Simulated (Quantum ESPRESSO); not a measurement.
## ScTi6Ru (finding a planted mistake in a log)

Simulated, not a measurement. The program is pw.x of Quantum ESPRESSO 7.5 (plane-wave density functional theory). The cell is made up: eight metal atoms on a face-centred cubic lattice, with elements, volume, strain and displacements drawn at random and not relaxed, so it may be unstable or far from any real phase. PseudoDojo standard norm-conserving files set the functional (PBE unless stated); there is no spin polarisation or spin-orbit coupling, the Fermi-Dirac width of 0.25 eV means electrons at about 2900 K, and the masses in the input are unused placeholders. A spin test at this wide smearing found no moment, but such smearing suppresses magnetism that the real alloy may have.

Intended input:

```
&control calculation='scf', pseudo_dir='./dojo.nc.sr.pbe.v0_5.standard.upf', outdir='./o', disk_io='minimal', tprnfor=.true., tstress=.true. /
&system ibrav=0, nat=8, ntyp=3, nbnd=68, ecutwfc=84.00895049, nosym=.true., tot_charge=0,
 occupations='smearing', smearing='fd', degauss=0.0183746611
/
&electrons conv_thr=1.470e-08, electron_maxstep=70, mixing_beta=0.5 /
ATOMIC_SPECIES
Ru 1.0 Ru.upf
Sc 1.0 Sc.upf
Ti 1.0 Ti.upf
CELL_PARAMETERS angstrom
2.0935 4.1351 2.1146
2.005 -4.0818 2.0963
1.9787 0.0084 -6.2458
ATOMIC_POSITIONS angstrom
Sc 0.0194 0.0904 -0.0143
Ti 1.9367 -2.0684 -0.0044
Ti 2.0586 0.061 -2.0356
Ti 4.0771 -1.9661 -2.0486
Ti 2.0659 0.0488 2.1922
Ru 2.0088 2.1656 0.2048
Ti 4.1103 0.0145 -0.0044
Ti 4.0705 2.184 -2.0718
K_POINTS automatic
5 5 4 1 1 1
```

The log is shortened where brackets say so; the opening notice, blank lines, dates and the lines on written files are dropped, and the path of the files is cut. It prints rydbergs, bohrs and kilobars, and counts compression as positive stress. Its total energy is the free energy E - TS of the whole cell.

Log of the intended run:

```
     Program PWSCF v.7.5
     Parallel version (MPI & OpenMP), running on       4 processor cores
     Number of MPI processes:                 4
     Threads/MPI process:                     1
     [start-up lines left out]
     bravais-lattice index     =            0
     lattice parameter (alat)  =       9.6271  a.u.
     unit-cell volume          =     940.6159 (a.u.)^3
     number of atoms/cell      =            8
     number of atomic types    =            3
     number of electrons       =        99.00
     number of Kohn-Sham states=           68
     kinetic-energy cutoff     =      84.0090  Ry
     charge density cutoff     =     336.0358  Ry
     scf convergence threshold =      1.5E-08
     mixing beta               =       0.5000
     number of iterations used =            8  plain     mixing
     Exchange-correlation= PBE
                           (   1   4   3   4   0   0   0)
     [axes and pseudopotential details left out]
   Cartesian axes
     site n.     atom                  positions (alat units)
         1        Sc     tau(   1) = (   0.0038081   0.0177448  -0.0028070  )
         2        Ti     tau(   2) = (   0.3801595  -0.4060112  -0.0008637  )
         3        Ti     tau(   3) = (   0.4040875   0.0119738  -0.3995728  )
         4        Ti     tau(   4) = (   0.8003037  -0.3859305  -0.4021246  )
         5        Ti     tau(   5) = (   0.4055205   0.0095791   0.4303122  )
         6        Ru     tau(   6) = (   0.3943122   0.4250908   0.0402007  )
         7        Ti     tau(   7) = (   0.8068206   0.0028462  -0.0008637  )
         8        Ti     tau(   8) = (   0.7990082   0.4287026  -0.4066786  )
     number of k points=    50  Fermi-Dirac smearing, width (Ry)=  0.0184
                       cart. coord. in units 2pi/alat
        k(    1) = (   0.2666136  -0.0028326  -0.0174967), wk =   0.0400000
        k(    2) = (   0.4246880  -0.0041925  -0.1713344), wk =   0.0400000
     [further k points left out]
     Dense  grid:    97873 G-vectors     FFT dimensions: (  60,  60,  75)
     Estimated max dynamical RAM per process >     325.93 MB
     Estimated total dynamical RAM >       1.20 GB
     Initial potential from superposition of free atoms
     starting charge      98.9871, renormalised to      99.0000
     Starting wfcs are   80 randomized atomic wfcs
     total cpu time spent up to now is        5.2 secs
     per-process dynamical memory:   254.7 Mb
     Self-consistent Calculation
     iteration #  1     ecut=    84.01 Ry     beta= 0.50
     Davidson diagonalization with overlap
     ethr =  1.00E-02,  avg # of iterations =  2.9
     total cpu time spent up to now is       16.3 secs
     total energy              =   -1009.97755374 Ry
     estimated scf accuracy    <       2.08116753 Ry
     iteration #  2     ecut=    84.01 Ry     beta= 0.50
     Davidson diagonalization with overlap
     ethr =  2.10E-03,  avg # of iterations =  5.0
     total cpu time spent up to now is       30.2 secs
     total energy              =   -1010.10618227 Ry
     estimated scf accuracy    <      18.32833524 Ry
     [iterations 3 to 23 left out]
     iteration # 24     ecut=    84.01 Ry     beta= 0.50
     Davidson diagonalization with overlap
     ethr =  2.11E-11,  avg # of iterations =  6.3
     total cpu time spent up to now is      275.0 secs
     total energy              =   -1011.27415853 Ry
     estimated scf accuracy    <       0.00000002 Ry
     iteration # 25     ecut=    84.01 Ry     beta= 0.50
     Davidson diagonalization with overlap
     ethr =  2.11E-11,  avg # of iterations =  1.0
     total cpu time spent up to now is      285.4 secs
     End of self-consistent calculation
     [lines on levels left out]
!    total energy              =   -1011.27415853 Ry
     estimated scf accuracy    <          3.2E-09 Ry
     smearing contrib. (-TS)   =      -0.19154121 Ry
     internal energy E=F+TS    =   -1011.08261732 Ry
     The total energy is F=E-TS. E is the sum of the following terms:
     one-electron contribution =    -334.49408971 Ry
     hartree contribution      =     203.57215135 Ry
     xc contribution           =    -155.13987705 Ry
     ewald contribution        =    -725.02080190 Ry
     convergence has been achieved in  25 iterations
     Forces acting on atoms (cartesian axes, Ry/au):
     atom    1 type  2   force =     0.01915763    0.00468235    0.00896957
     atom    2 type  3   force =     0.01976437    0.01484266   -0.02025276
     atom    3 type  3   force =     0.00025201    0.00478891   -0.00812495
     atom    4 type  3   force =    -0.00707442   -0.01020914    0.00334634
     atom    5 type  3   force =    -0.00012515   -0.01466423   -0.02106886
     atom    6 type  1   force =     0.01344597   -0.00251753   -0.01869710
     atom    7 type  3   force =    -0.02851699    0.01057109    0.02766386
     atom    8 type  3   force =    -0.01690343   -0.00749410    0.02816390
     Total force =     0.075934     Total SCF correction =     0.000084
     Computing stress (Cartesian axis) and pressure
          total   stress  (Ry/bohr**3)                   (kbar)     P=       15.11
   0.00006589  -0.00009616  -0.00004416            9.69      -14.15       -6.50
  -0.00009616   0.00012390  -0.00005758          -14.15       18.23       -8.47
  -0.00004416  -0.00005758   0.00011845           -6.50       -8.47       17.42
     init_run     :      4.89s CPU      5.11s WALL (       1 calls)
     electrons    :    279.52s CPU    280.29s WALL (       1 calls)
     forces       :      1.56s CPU      1.57s WALL (       1 calls)
     stress       :      5.08s CPU      5.08s WALL (       1 calls)
     [timing details left out]
     PWSCF        :   4m51.13s CPU   4m52.16s WALL
     JOB DONE.
```

A second run was made from an input with one planted mistake. Its log:

```
     Program PWSCF v.7.5
     Parallel version (MPI & OpenMP), running on       4 processor cores
     Number of MPI processes:                 4
     Threads/MPI process:                     1
     [start-up lines left out]
     bravais-lattice index     =            0
     lattice parameter (alat)  =       9.6271  a.u.
     unit-cell volume          =     940.6159 (a.u.)^3
     number of atoms/cell      =            8
     number of atomic types    =            3
     number of electrons       =        99.00
     number of Kohn-Sham states=           68
     kinetic-energy cutoff     =      84.0090  Ry
     charge density cutoff     =     336.0358  Ry
     scf convergence threshold =      1.5E-08
     mixing beta               =       0.5000
     number of iterations used =            8  plain     mixing
     Exchange-correlation= PBE
                           (   1   4   3   4   0   0   0)
     [axes and pseudopotential details left out]
   Cartesian axes
     site n.     atom                  positions (alat units)
         1        Sc     tau(   1) = (   0.0038081   0.0177448  -0.0028070  )
         2        Ti     tau(   2) = (   0.3801595  -0.4060112  -0.0008637  )
         3        Ti     tau(   3) = (   0.4040875  -0.0233588  -0.3995728  )
         4        Ti     tau(   4) = (   0.8003037  -0.3859305  -0.4021246  )
         5        Ti     tau(   5) = (   0.4055205   0.0095791   0.4303122  )
         6        Ru     tau(   6) = (   0.3943122   0.4250908   0.0402007  )
         7        Ti     tau(   7) = (   0.8068206   0.0028462  -0.0008637  )
         8        Ti     tau(   8) = (   0.7990082   0.4287026  -0.4066786  )
     number of k points=    50  Fermi-Dirac smearing, width (Ry)=  0.0184
                       cart. coord. in units 2pi/alat
        k(    1) = (   0.2666136  -0.0028326  -0.0174967), wk =   0.0400000
        k(    2) = (   0.4246880  -0.0041925  -0.1713344), wk =   0.0400000
     [further k points left out]
     Dense  grid:    97873 G-vectors     FFT dimensions: (  60,  60,  75)
     Estimated max dynamical RAM per process >     325.93 MB
     Estimated total dynamical RAM >       1.20 GB
     Initial potential from superposition of free atoms
     starting charge      98.9871, renormalised to      99.0000
     Starting wfcs are   80 randomized atomic wfcs
     total cpu time spent up to now is        5.1 secs
     per-process dynamical memory:   254.7 Mb
     Self-consistent Calculation
     iteration #  1     ecut=    84.01 Ry     beta= 0.50
     Davidson diagonalization with overlap
     ethr =  1.00E-02,  avg # of iterations =  2.8
     total cpu time spent up to now is       16.0 secs
     total energy              =   -1009.98067645 Ry
     estimated scf accuracy    <       2.07331086 Ry
     iteration #  2     ecut=    84.01 Ry     beta= 0.50
     Davidson diagonalization with overlap
     ethr =  2.09E-03,  avg # of iterations =  4.9
     total cpu time spent up to now is       29.7 secs
     total energy              =   -1010.09803837 Ry
     estimated scf accuracy    <      18.29268844 Ry
     [iterations 3 to 21 left out]
     iteration # 22     ecut=    84.01 Ry     beta= 0.50
     Davidson diagonalization with overlap
     ethr =  2.61E-10,  avg # of iterations =  1.0
     total cpu time spent up to now is      252.3 secs
     total energy              =   -1011.26918066 Ry
     estimated scf accuracy    <       0.00000003 Ry
     iteration # 23     ecut=    84.01 Ry     beta= 0.50
     Davidson diagonalization with overlap
     ethr =  3.10E-11,  avg # of iterations =  6.0
     total cpu time spent up to now is      265.3 secs
     End of self-consistent calculation
     [lines on levels left out]
!    total energy              =   -1011.26918066 Ry
     estimated scf accuracy    <          4.8E-09 Ry
     smearing contrib. (-TS)   =      -0.19106556 Ry
     internal energy E=F+TS    =   -1011.07811510 Ry
     The total energy is F=E-TS. E is the sum of the following terms:
     one-electron contribution =    -335.94675627 Ry
     hartree contribution      =     204.31025018 Ry
     xc contribution           =    -155.15707082 Ry
     ewald contribution        =    -724.28453818 Ry
     convergence has been achieved in  23 iterations
     Forces acting on atoms (cartesian axes, Ry/au):
     atom    1 type  2   force =     0.02105297    0.00646788    0.00884898
     atom    2 type  3   force =     0.02393869    0.00716411   -0.01280432
     atom    3 type  3   force =    -0.00636112    0.02489484   -0.01067173
     atom    4 type  3   force =     0.00018120   -0.01729186    0.00547709
     atom    5 type  3   force =    -0.00124736   -0.01668358   -0.02130038
     atom    6 type  1   force =     0.00961980   -0.00439648   -0.02072463
     atom    7 type  3   force =    -0.02878750    0.01513436    0.02720497
     atom    8 type  3   force =    -0.01839668   -0.01528927    0.02397002
     Total force =     0.081697     Total SCF correction =     0.000141
     Computing stress (Cartesian axis) and pressure
          total   stress  (Ry/bohr**3)                   (kbar)     P=       18.42
   0.00005682  -0.00012277  -0.00004280            8.36      -18.06       -6.30
  -0.00012277   0.00015064  -0.00003639          -18.06       22.16       -5.35
  -0.00004280  -0.00003639   0.00016815           -6.30       -5.35       24.74
     init_run     :      4.86s CPU      5.06s WALL (       1 calls)
     electrons    :    259.47s CPU    260.23s WALL (       1 calls)
     forces       :      1.50s CPU      1.51s WALL (       1 calls)
     stress       :      4.88s CPU      4.88s WALL (       1 calls)
     [timing details left out]
     PWSCF        :   4m30.79s CPU   4m31.78s WALL
     JOB DONE.
```

Question: the log repeats what the program read. Compare it with the intended run: what was wrong in the second input?

Answer: one coordinate of one atom is wrong. The input lines that differ:

```
- Ti 2.0586 0.061 -2.0356
+ Ti 2.0586 -0.119 -2.0356
```

|  | intended run | run with the mistake |
| --- | --- | --- |
| free energy (eV) | -13759.086 | -13759.018 |
| entropy term -TS, part of it (eV) | -2.606 | -2.600 |
| pressure (GPa) | 1.51 | 1.84 |
| size of the largest force component (eV/Å) | 0.733 | 0.740 |
| largest change of a force component (eV/Å) |  | 0.517 |
| iterations | 25 | 23 |

For scale, a rerun of the intended cell at a higher cutoff and on a denser mesh moved values by no more than 0.003 eV in energy, 0.02 GPa in stress and 0.003 eV/Å in force, and a second program with other atomic files agreed on that cell to 2 % rms in force and 0.5 GPa in pressure.